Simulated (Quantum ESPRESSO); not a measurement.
Ga3MgAs3P, input and log of a self-consistent run

Simulated, not a measurement. The program is pw.x of Quantum ESPRESSO 7.5 (plane-wave density functional theory). The cell is made up: 8 atoms on a zincblende/diamond lattice, with randomly drawn elements, strain and displacements, not relaxed. PseudoDojo standard norm-conserving files (v0.5 for PBE, v0.4.1 for LDA and PBEsol) set the functional; there is no spin polarisation, spin-orbit coupling or dispersion term, and the masses in the input are unused placeholders. A spin-polarised start on this cell or one of its family kept no moment.

Input:

```
&control calculation='scf', pseudo_dir='./dojo.nc.sr.pbe.v0_5.standard.upf', outdir='./o', disk_io='low', tprnfor=.true., tstress=.true. /
&system ibrav=0, nat=8, ntyp=4, nbnd=60, ecutwfc=84.00895049, nosym=.true., tot_charge=0,
 occupations='smearing', smearing='fd', degauss=0.0073498644
/
&electrons conv_thr=7.350e-09, electron_maxstep=60, /
ATOMIC_SPECIES
As 1.0 As.upf
Ga 1.0 Ga.upf
Mg 1.0 Mg.upf
P 1.0 P.upf
CELL_PARAMETERS angstrom
5.6073 0.0446 0.026
0.0446 5.4926 -0.0489
0.026 -0.0489 5.535
ATOMIC_POSITIONS angstrom
Ga -0.0092 0.0139 -0.072
Ga -0.0895 2.7401 2.7354
Mg 2.823 0.0051 2.8999
Ga 2.7342 2.9081 -0.1412
As 1.5406 1.3468 1.4963
As 1.5317 4.1841 4.2766
P 4.2412 1.4049 4.0534
As 4.153 4.1783 1.5082
K_POINTS automatic
6 6 6 1 1 1
```

The log is shortened where brackets say so; the opening notice, blank lines, dates and the lines on written files are dropped, and the path of the files is cut. It prints rydbergs, bohrs and kilobars, and counts compression as positive stress.

```
     Program PWSCF v.7.5
     Parallel version (MPI & OpenMP), running on       4 processor cores
     Number of MPI processes:                 4
     Threads/MPI process:                     1
     [start-up lines left out]
     bravais-lattice index     =            0
     lattice parameter (alat)  =      10.5967  a.u.
     unit-cell volume          =    1150.2018 (a.u.)^3
     number of atoms/cell      =            8
     number of atomic types    =            4
     number of electrons       =        99.00
     number of Kohn-Sham states=           60
     kinetic-energy cutoff     =      84.0090  Ry
     charge density cutoff     =     336.0358  Ry
     scf convergence threshold =      7.3E-09
     mixing beta               =       0.7000
     number of iterations used =            8  plain     mixing
     Exchange-correlation= PBE
                           (   1   4   3   4   0   0   0)
     [axes and pseudopotential details left out]
   Cartesian axes
     site n.     atom                  positions (alat units)
         1        Ga     tau(   1) = (  -0.0016406   0.0024788  -0.0128399  )
         2        Ga     tau(   2) = (  -0.0159607   0.4886459   0.4878077  )
         3        Mg     tau(   3) = (   0.5034295   0.0009095   0.5171432  )
         4        Ga     tau(   4) = (   0.4875937   0.5186055  -0.0251804  )
         5        As     tau(   5) = (   0.2747373   0.2401767   0.2668373  )
         6        As     tau(   6) = (   0.2731502   0.7461564   0.7626520  )
         7        P      tau(   7) = (   0.7563391   0.2505378   0.7228485  )
         8        As     tau(   8) = (   0.7406103   0.7451221   0.2689594  )
     number of k points=   108  Fermi-Dirac smearing, width (Ry)=  0.0073
     Number of k-points >= 100: set verbosity='high' to print them.
     Dense  grid:   119711 G-vectors     FFT dimensions: (  64,  64,  64)
     Estimated max dynamical RAM per process >     554.15 MB
     Estimated total dynamical RAM >       2.08 GB
     Initial potential from superposition of free atoms
     starting charge      98.9903, renormalised to      99.0000
     Starting wfcs are   63 randomized atomic wfcs
     total cpu time spent up to now is        8.3 secs
     per-process dynamical memory:   476.4 Mb
     Self-consistent Calculation
     iteration #  1     ecut=    84.01 Ry     beta= 0.70
     Davidson diagonalization with overlap
     ethr =  1.00E-02,  avg # of iterations =  5.3
     Threshold (ethr) on eigenvalues was too large:
     Diagonalizing with lowered threshold
     Davidson diagonalization with overlap
     ethr =  2.50E-04,  avg # of iterations =  6.1
     total cpu time spent up to now is       53.8 secs
     total energy              =   -1227.82028639 Ry
     estimated scf accuracy    <       0.25156794 Ry
     iteration #  2     ecut=    84.01 Ry     beta= 0.70
     Davidson diagonalization with overlap
     ethr =  2.54E-04,  avg # of iterations =  2.2
     total cpu time spent up to now is       74.0 secs
     total energy              =   -1227.85610371 Ry
     estimated scf accuracy    <       0.11228309 Ry
     iteration #  3     ecut=    84.01 Ry     beta= 0.70
     Davidson diagonalization with overlap
     ethr =  1.13E-04,  avg # of iterations =  2.5
     total cpu time spent up to now is       92.6 secs
     total energy              =   -1227.88254269 Ry
     estimated scf accuracy    <       0.02431712 Ry
     iteration #  4     ecut=    84.01 Ry     beta= 0.70
     Davidson diagonalization with overlap
     ethr =  2.46E-05,  avg # of iterations =  3.1
     total cpu time spent up to now is      111.2 secs
     total energy              =   -1227.88780904 Ry
     estimated scf accuracy    <       0.00351748 Ry
     iteration #  5     ecut=    84.01 Ry     beta= 0.70
     Davidson diagonalization with overlap
     ethr =  3.55E-06,  avg # of iterations =  6.1
     total cpu time spent up to now is      132.0 secs
     total energy              =   -1227.88859900 Ry
     estimated scf accuracy    <       0.00062294 Ry
     iteration #  6     ecut=    84.01 Ry     beta= 0.70
     Davidson diagonalization with overlap
     ethr =  6.29E-07,  avg # of iterations =  2.2
     total cpu time spent up to now is      149.5 secs
     total energy              =   -1227.88871936 Ry
     estimated scf accuracy    <       0.00002846 Ry
     iteration #  7     ecut=    84.01 Ry     beta= 0.70
     Davidson diagonalization with overlap
     ethr =  2.88E-08,  avg # of iterations =  3.7
     total cpu time spent up to now is      169.3 secs
     total energy              =   -1227.88872724 Ry
     estimated scf accuracy    <       0.00001189 Ry
     iteration #  8     ecut=    84.01 Ry     beta= 0.70
     Davidson diagonalization with overlap
     ethr =  1.20E-08,  avg # of iterations =  2.0
     total cpu time spent up to now is      186.4 secs
     total energy              =   -1227.88873002 Ry
     estimated scf accuracy    <       0.00000105 Ry
     iteration #  9     ecut=    84.01 Ry     beta= 0.70
     Davidson diagonalization with overlap
     ethr =  1.06E-09,  avg # of iterations =  2.0
     total cpu time spent up to now is      205.7 secs
     total energy              =   -1227.88873026 Ry
     estimated scf accuracy    <       0.00000011 Ry
     iteration # 10     ecut=    84.01 Ry     beta= 0.70
     Davidson diagonalization with overlap
     ethr =  1.14E-10,  avg # of iterations =  2.0
     total cpu time spent up to now is      223.5 secs
     total energy              =   -1227.88873029 Ry
     estimated scf accuracy    <       0.00000002 Ry
     iteration # 11     ecut=    84.01 Ry     beta= 0.70
     Davidson diagonalization with overlap
     ethr =  1.93E-11,  avg # of iterations =  2.7
     total cpu time spent up to now is      242.8 secs
     End of self-consistent calculation
     Number of k-points >= 100: set verbosity='high' to print the bands.
     the Fermi energy is     7.9849 ev
!    total energy              =   -1227.88873029 Ry
     estimated scf accuracy    <          3.6E-09 Ry
     smearing contrib. (-TS)   =      -0.00729754 Ry
     internal energy E=F+TS    =   -1227.88143275 Ry
     The total energy is F=E-TS. E is the sum of the following terms:
     one-electron contribution =    -696.60735461 Ry
     hartree contribution      =     404.70055222 Ry
     xc contribution           =    -288.53102678 Ry
     ewald contribution        =    -647.44360358 Ry
     convergence has been achieved in  11 iterations
     Forces acting on atoms (cartesian axes, Ry/au):
     atom    1 type  2   force =    -0.05496414    0.05272718    0.05884500
     atom    2 type  2   force =     0.05397637   -0.00981418    0.00895192
     atom    3 type  3   force =    -0.01470761    0.01672865    0.02703678
     atom    4 type  2   force =     0.09769629   -0.12275124    0.09815981
     atom    5 type  1   force =    -0.05680880    0.05415929   -0.06993674
     atom    6 type  1   force =    -0.10100663    0.00402381   -0.09885749
     atom    7 type  4   force =     0.02704769    0.02856990    0.07919390
     atom    8 type  1   force =     0.04876683   -0.02364341   -0.10339319
     Total force =     0.316731     Total SCF correction =     0.000411
     Computing stress (Cartesian axis) and pressure
          total   stress  (Ry/bohr**3)                   (kbar)     P=      111.97
   0.00074998  -0.00040577   0.00002169          110.33      -59.69        3.19
  -0.00040577   0.00082285  -0.00016404          -59.69      121.05      -24.13
   0.00002169  -0.00016404   0.00071054            3.19      -24.13      104.52
     init_run     :      8.02s CPU      8.27s WALL (       1 calls)
     electrons    :    231.13s CPU    234.44s WALL (       1 calls)
     forces       :      2.34s CPU      2.34s WALL (       1 calls)
     stress       :      8.10s CPU      8.11s WALL (       1 calls)
     [timing details left out]
     PWSCF        :   4m 9.71s CPU   4m13.32s WALL
     JOB DONE.
```

In other units: free energy -16706.277 eV for the cell, pressure 11.20 GPa, largest force component 3.156 eV/Å. A rerun of a related cell, with the same atoms placed differently, at 1437 eV and a 8 x 8 x 8 mesh moved values by no more than 0.004 eV in energy, 0.03 GPa in stress and 0.005 eV/Å in force.